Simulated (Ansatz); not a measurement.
The end point of a relaxation of Ti3AlC. Method: PBEsol (plane waves to 420 eV, PAW, scalar-relativistic; Ansatz, a quantum-chemistry and plane-wave program).

```xyz
5
Lattice="4.1407 0.0000 0.0000 0.0000 4.1407 0.0000 0.0000 0.0000 4.1407" Properties=species:S:1:pos:R:3 pbc="T T T"
Al     2.0703     2.0703     2.0703
C      0.0000     0.0000     0.0000
Ti     0.0000     2.0703     0.0000
Ti     0.0000     0.0000     2.0703
Ti     2.0703     0.0000     0.0000
```

Problem. Find the space group and the Wyckoff positions (tolerance 0.01 Å).

Solution. Space group Pm-3m (No. 221); a = 4.1407 Å, b = 4.1407 Å, c = 4.1407 Å, α = 90.00°, β = 90.00°, γ = 90.00°

```
atom  site  symmetry       x       y       z
----  ----  --------  ------  ------  ------
Al      1b      m-3m  0.5000  0.5000  0.5000
C       1a      m-3m  0.0000  0.0000  0.0000
Ti      3d    4/mm.m  0.0000  0.0000  0.5000
```

This is the anti-perovskite type.

Problem. Give the shortest distances between elements (the closest pairs, up to four, under 3.6 Å).

Solution. C–Ti 2.07 Å; Al–Ti 2.93 Å; Ti–Ti 2.93 Å; Al–C 3.59 Å.

| Property | Value |
|---|---|
| Volume per atom | 14.20 Å³ |
| Band gap | zero (metallic) |

No spin polarisation in the result. The relaxed primitive cell holds an odd number of electrons. A magnetic state may lie lower.

The run could not lose the symmetry of its start.

The first start was generated by placing the elements on the sites of a structure type. Materials Project lists a structure of Ti3AlC in the same space group, Pm-3m (No. 221); the sites were not compared with it, nor with measured phases.
